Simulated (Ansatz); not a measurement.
SO2 on the (111) surface of HfN, space group Fm-3m (No. 225) (top face towards +c; held atoms: 1, 2, 3, 4, 5, 6, 7, 8, 9, 10, 11, 12), one molecule per 35.3 Å². Starting structure (upright, lowest atom O over a bridge Hf-Hf site; the molecule's atoms stand last):

```yaml
crystal:
  lattice:
    - [6.38781, 0.00000, 0.00000]
    - [-3.19391, 5.53201, 0.00000]
    - [0.00000, 0.00000, 26.85023]
  atoms:
    - { symbol: N, position: [0.16667, 0.33333, 0.29795] }
    - { symbol: N, position: [0.16667, 0.83333, 0.29795] }
    - { symbol: N, position: [0.66667, 0.33333, 0.29795] }
    - { symbol: N, position: [0.66667, 0.83333, 0.29795] }
    - { symbol: Hf, position: [0.33333, 0.16667, 0.34651] }
    - { symbol: Hf, position: [0.33333, 0.66667, 0.34651] }
    - { symbol: Hf, position: [0.83333, 0.16667, 0.34651] }
    - { symbol: Hf, position: [0.83333, 0.66667, 0.34651] }
    - { symbol: N, position: [0.50000, 0.50000, 0.39507] }
    - { symbol: N, position: [0.50000, 0.00000, 0.39507] }
    - { symbol: N, position: [0.00000, 0.50000, 0.39507] }
    - { symbol: N, position: [0.00000, 0.00000, 0.39507] }
    - { symbol: Hf, position: [0.66667, 0.33333, 0.44559] }
    - { symbol: Hf, position: [0.66667, 0.83333, 0.44559] }
    - { symbol: Hf, position: [0.16667, 0.33333, 0.44559] }
    - { symbol: Hf, position: [0.16667, 0.83333, 0.44559] }
    - { symbol: N, position: [0.83333, 0.66667, 0.49225] }
    - { symbol: N, position: [0.83333, 0.16667, 0.49225] }
    - { symbol: N, position: [0.33333, 0.66667, 0.49225] }
    - { symbol: N, position: [0.33333, 0.16667, 0.49225] }
    - { symbol: Hf, position: [0.00000, 0.50000, 0.54111] }
    - { symbol: Hf, position: [0.00000, 0.00000, 0.54111] }
    - { symbol: Hf, position: [0.50000, 0.50000, 0.54111] }
    - { symbol: Hf, position: [0.50000, 0.00000, 0.54111] }
    - { symbol: O, position: [0.50000, 0.75000, 0.71879] }
    - { symbol: S, position: [0.58532, 0.86771, 0.67539] }
    - { symbol: O, position: [0.50000, 0.75000, 0.63198] }
```

Theory: DFT PBE+D3(BJ), scalar-relativistic, plane waves, PAW (Ansatz 0.2.0). Settings: cutoff 420 eV, Γ-centred mesh 4×4×1 on the computed 27-atom cell, Gaussian smearing of 0.10 eV; no spin polarisation. A dipole correction removes the field between periodic images along c.

E_ads is per molecule, from the clean relaxed slab and the free relaxed molecule; negative means bound; no zero-point or thermal terms, forces under 0.04 eV/Å, and the free molecule is spin-polarised where open-shell. Heights count from the highest slab atom.

Q: How strongly does it adsorb?

A: -11.52 eV.

Q: Does the molecule survive, and how close does it come to the surface?

A: It splits into O + O + S. Its lowest atom lies 0.84 Å over the highest slab atom; shortest contacts O–Hf 1.96 Å, O–Hf 2.05 Å, O–Hf 2.09 Å.

Q: How do the dipole along +c and the top face's work function change?

A: The dipole changes by -0.111 e·Å a cell, the work function by +0.44 eV.

Each end is the local minimum that its start leads to. The pieces were run without spin polarisation.